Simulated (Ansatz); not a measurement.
NbInO$_{4}$:
```xyz
12
Lattice="4.8446 0.0000 0.0000 0.0000 5.7912 0.0000 -0.0995 0.0000 5.1393" Properties=species:S:1:pos:R:3 pbc="T T T"
Nb    -0.0747     4.7670     3.8545
Nb    -0.0249     1.0242     1.2848
In     2.3476     1.8482     3.8545
In     2.3974     3.9430     1.2848
O      1.2178     2.1934     2.0578
O      3.5272     3.5978     3.0815
O      3.5770     2.1934     0.5118
O      1.1680     3.5978     4.6275
O      0.9903     5.1914     2.2519
O      3.7548     0.5998     2.8874
O      3.8046     5.1914     0.3178
O      0.9405     0.5998     4.8215
```

Relaxed with HSE06. Special points in fractions of this cell's reciprocal vectors: Γ (0.000, 0.000, 0.000); Z (0.000, 0.500, 0.000); D (0.000, 0.500, 0.500); B (0.000, 0.000, 0.500); A (-0.500, 0.000, 0.500); E (-0.500, 0.500, 0.500); C2 (-0.500, 0.500, 0.000); Y2 (-0.500, 0.000, 0.000).

**Question.** List the band energies nearest the valence-band maximum at these points for HSE06 in the plane-wave PAW code Ansatz.

**Answer.** In eV from the valence-band maximum; about four levels below and three above (degenerate sets whole), none deeper than 8.9 eV; points with the same levels are listed once.

```csv
k,below,above
Γ,-0.63 -0.50 -0.22 -0.17,5.15 5.63 5.80 5.80
Z,-0.62 -0.56 -0.42 -0.07,4.96 5.81 5.94
D,-0.57 -0.57 -0.35 -0.35,5.19 5.19 5.99 5.99
B,-0.46 -0.46 -0.25 -0.25,5.01 5.01 5.75 5.75
A,-0.56 -0.56 -0.20 -0.20,5.49 5.49 5.95 5.95
E,-0.88 -0.88 -0.35 -0.35,5.65 5.65 5.72 5.72
C2,-0.70 -0.55 -0.40 -0.26,5.59 5.62 5.81
Y2,-0.39 -0.33 -0.30 -0.10,5.59 5.62 5.63
```

Space group P2/c. The workflow started from a Materials Project entry (that database holds measured and hypothetical structures alike); the Crystallography Open Database files this formula in space group No. 13, but the cells were not matched. Whether it is the stable phase at ambient conditions was not checked. Symmetry was held in the HSE06 relaxation; whether a distortion lowers the energy is not shown. No spin polarisation was allowed. The hybrid was solved on a coarse mesh, the path and, where they were found, the r²SCAN edge points; its band edges are the extreme levels among these. Spin–orbit coupling is left out wherever it is not named.

Potentials: the later of the program's two PAW sets.
